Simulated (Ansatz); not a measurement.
Input and command of a plane-wave DFT calculation in Ansatz:

```yaml
crystal:
  lattice:
    - [3.5767737679, 0.0, 0.0]
    - [-1.7883868839, 3.0975769466, 0.0]
    - [0.0, 0.0, 25.2214824327]
  atoms:
    - { symbol: O, position: [0.0, 0.0, 0.2973655502] }
    - { symbol: Hf, position: [0.6666666667, 0.3333333333, 0.3263133287] }
    - { symbol: O, position: [0.3333333333, 0.6666666667, 0.3552611073] }
    - { symbol: O, position: [0.6666666667, 0.3333333333, 0.4131566644] }
    - { symbol: Hf, position: [0.3333333333, 0.6666666667, 0.4421044429] }
    - { symbol: O, position: [0.0, 0.0, 0.4710522215] }
    - { symbol: O, position: [0.3333333333, 0.6666666667, 0.5289477785] }
    - { symbol: Hf, position: [0.0, 0.0, 0.5578955571] }
    - { symbol: O, position: [0.6666666667, 0.3333333333, 0.5868433356] }
    - { symbol: O, position: [0.0, 0.0, 0.6447388927] }
    - { symbol: Hf, position: [0.6666666667, 0.3333333333, 0.6736866713] }
    - { symbol: O, position: [0.3333333333, 0.6666666667, 0.7026344498] }
basis:
  ecutwfc: 500
kpoints:
  mp_grid: { grid: [9, 9, 1] }
hamiltonian:
  xc: r2scan
scf:
  occupations: { method: gaussian, width: 0.05 }
output:
  forces: true
  eigenvalues: true
  write_density: true
  write_potential: true
  elf: true
  volumetric_format: npy
relax:
  adjacent_minimum: "off"
  f_tol: 0.02
  max_steps: 60
efield:
  axis: 3
  dipole_correction: true
  ramp_width: 0.04
```

```bash
ansatz run input.yaml --threads 1 --pin off --max-ram 2560MiB --backend cpu --events-out ev --progress --plain --runs-dir out
```

Processor: AMD EPYC 7R43 64-Core Processor (Zen 3), 1 thread, on a host shared with other jobs.

How long does it run, and how much memory does it take?

About 7.9 min on 1 thread of AMD EPYC 7R43 64-Core Processor (Zen 3), on a shared host, peak memory 1.3 GiB. It solves 92 bands at 12 k points (the mesh reduced by the symmetry that the task leaves, which can be less than the crystal's) with about 7195 plane waves, in 31 SCF iterations over 5 ionic steps.
